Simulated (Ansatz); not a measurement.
## Compressing ZnGeAs₂: a fit and a missing row

ZnGeAs₂, I-42d, a = 5.674 Å, c = 11.198 Å. The structure is a COD entry; whether it is the stable form wasn't checked. Ansatz: r2SCAN, PAW, 500 eV, Γ-centred 8×8×8 mesh on 8 atoms, Gaussian smearing 0.02 eV; no spin polarisation. Shape and atoms are relaxed at each volume; pressure is positive in compression.

```tsv
V (Å³/atom)	P (GPa)
19.827	?
20.503	8.17
21.179	4.98
21.855	2.28
22.531	0.00
23.207	-1.93
23.883	-3.56
24.784	-5.34
```

Take V0 = 22.531 Å³/atom, fit the third-order Birch–Murnaghan form to the other rows, and predict the missing pressure.

With the Eulerian strain f = ½[(V0/V)^(2/3) − 1] and y = P/[3f(1 + 2f)^(5/2)], the form is the line y = B0 + 1.5 B0 (B0′ − 4) f. Rows (f, y): 0.03245, 71.7; 0.02106, 71.1; 0.01026, 70.4; -0.00976, 69.2; -0.01905, 68.6; -0.03078, 67.8. Means f = 0.0006967, y = 69.800; Σ(Δf)² = 0.003004, ΣΔfΔy = 0.1855; the slope is their ratio. y = 69.76 + 61.73 f GPa, so B0 = 69.8 GPa and B0′ = 4 + 2 × (61.73)/(3 × 69.76) = 4.59. At V = 19.827, f = 0.04448, y = 72.51 and P = 11.97 GPa. The run gave 11.95 GPa, so the fit is 0.02 GPa too high, a small miss on the scale of the series.

Cost: 8 runs of about 25 core-minutes in all, on Intel Xeon 6975P-C (Granite Rapids) (shared hosts).